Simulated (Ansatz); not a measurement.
According to DFT-PBE in the program Ansatz with PAW potentials, SnC₈ in the hexagonal phase (P6/mmm; C on 6l, C on 2c, Sn on 1b) relaxes to a = 4.920 Å, c = 6.747 Å. C on 6l has 3 nearest neighbours from 1.42 Å (trigonal planar); C on 2c has 3 nearest neighbours from 1.42 Å (trigonal planar). Its formation energy from the elements is 0.28 eV/atom, with no fitted shifts.

Electronic character: metallic (no gap).

The start of the workflow was typed in or built on a structure type; neither database checked (COD, Materials Project) lists it. Its standing as an ambient phase is unchecked. The PBE relaxation kept the symmetry of its start; whether a distortion lowers the energy is not shown. The volume moved by 44 % from the start of the relaxation. Its formation energy is positive at this level, so the cell may be metastable or incomplete. The references are the lowest solids computed at this level, not always the standard phases. Scalar-relativistic: spin–orbit coupling is off unless named, which matters more the heavier the elements.

Potentials: the earlier of the program's two PAW sets.
